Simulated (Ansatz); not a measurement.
Relaxed-ion elastic tensor of As (diamond, space group No. 227) in GPa (Voigt order), DFT-r²SCAN in the program Ansatz with PAW potentials; density 4.48 g/cm³, 27.74 Å³ per atom.

```csv
,1,2,3,4,5,6
1,34.3,57.9,57.9,0.0,0.0,0.0
2,57.9,34.3,57.9,0.0,0.0,0.0
3,57.9,57.9,34.3,0.0,0.0,0.0
4,0.0,0.0,0.0,-38.9,0.0,0.0
5,0.0,0.0,0.0,0.0,-38.9,0.0
6,0.0,0.0,0.0,0.0,0.0,-38.9
```

### Question
Is the crystal mechanically stable?

### Answer
No: the smallest eigenvalue of C is -38.9 GPa.

Space group Fd-3m (diamond). The start of the workflow was typed in or built on a structure type; neither database checked (COD, Materials Project) lists it. It is not the phase usual at ambient conditions (space group No. 166). The cell was relaxed with r²SCAN under the symmetry of its start. At this level the phase is mechanically unstable. As this level gives no gap, shear constants depend on the k-mesh and smearing (Fermi–Dirac, 0.1 eV here).

Potentials: the earlier of the program's two PAW sets.
